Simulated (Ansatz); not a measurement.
## HfO2 with nitrogen replacing Hf: do the settings matter for the field gradients?

Cell: a supercell of HfO2 (baddeleyite type, P2_1/c) built from an entry of the Crystallography Open Database (COD), with the ions relaxed around the defect (PBE).

```
CELL_PARAMETERS angstrom
-0.85866 5.18570 5.21387
4.25934 0.00000 5.21387
5.11800 5.18570 0.00000
ATOMIC_POSITIONS crystal
N 0.08660 0.06802 0.02141
Hf 0.47943 0.73158 0.55469
Hf 0.04766 0.26099 0.45874
Hf 0.56799 0.71358 0.98806
Hf 0.51151 0.28493 0.44478
Hf 0.00610 0.76229 0.94262
Hf 0.44114 0.27648 0.01631
Hf 0.93626 0.77685 0.52668
O 0.38573 0.09093 0.36047
O 0.88830 0.60771 0.84967
O 0.84359 0.15448 0.43012
O 0.35761 0.66598 0.89293
O 0.10981 0.42745 0.14355
O 0.59174 0.91918 0.64111
O 0.61554 0.35419 0.11044
O 0.13081 0.86080 0.61531
O 0.27611 0.04088 0.01954
O 0.80426 0.56699 0.50494
O 0.05586 0.10768 0.83993
O 0.51401 0.64007 0.30451
O 0.18673 0.46774 0.48112
O 0.68606 0.95991 0.98883
O 0.46693 0.38129 0.70019
O 0.01564 0.88786 0.17196
```

Atoms are numbered from 1 in the order listed; like atoms form one site, named after its first atom.

Reference run. Computed with Ansatz: DFT, PBE, plane waves and PAW, scalar-relativistic, collinear spin, 420 eV cutoff, Γ-centred 3×3×3 k-points, Fermi–Dirac smearing 0.01 eV. Start moments as typed (μB): 1 on each N, none on the rest.

(1) The input is changed as follows: `scf.convergence.dr2_threshold`: not typed → 1e-16; `scf.max_iter`: not typed → 100. What happens to V_zz (10²¹ V/m²) and η?

## Answers

(1) 

```csv
site,atom,V_zz reference,η reference,V_zz changed,η changed
N,1,-10.53,0.05,-10.53,0.05
Hf2,2,10.27,0.80,10.27,0.80
Hf3,3,36.5,0.33,36.5,0.33
Hf6,6,16.19,0.94,16.19,0.94
Hf7,7,26.9,0.51,26.9,0.51
Hf8,8,-23.7,0.21,-23.7,0.21
O11,11,-2.23,0.41,-2.23,0.41
O15,15,1.64,0.88,1.64,0.88
O16,16,0.95,0.73,0.95,0.73
O17,17,23.1,0.38,23.1,0.38
O19,19,22.2,0.31,22.2,0.31
O23,23,-1.37,0.95,-1.37,0.95
```

All printed values agree. The table leaves out 12 of the 24 sites, with |V_zz| up to 22.10; their tensors move by 0.01 at most along any direction. The changed input holds an SCF threshold far outside the usual range, which doesn't reach the result here.

On the reference run: The defect repeats with the cell of 24 atoms, so it feels its images: sites between two images don't show the values beside a lone defect, and zeros or small values of η there can come from the images' arrangement. Hf and O carry a gradient in the pure host already, so the values there aren't the defect's effect alone. The centre was started off its lattice site, so that it could distort. Without spin–orbit coupling the gradients at and beside Hf can be off by some per cent, at some sites by more. The run lost most of its start moments on N; a state with other moments may lie lower.
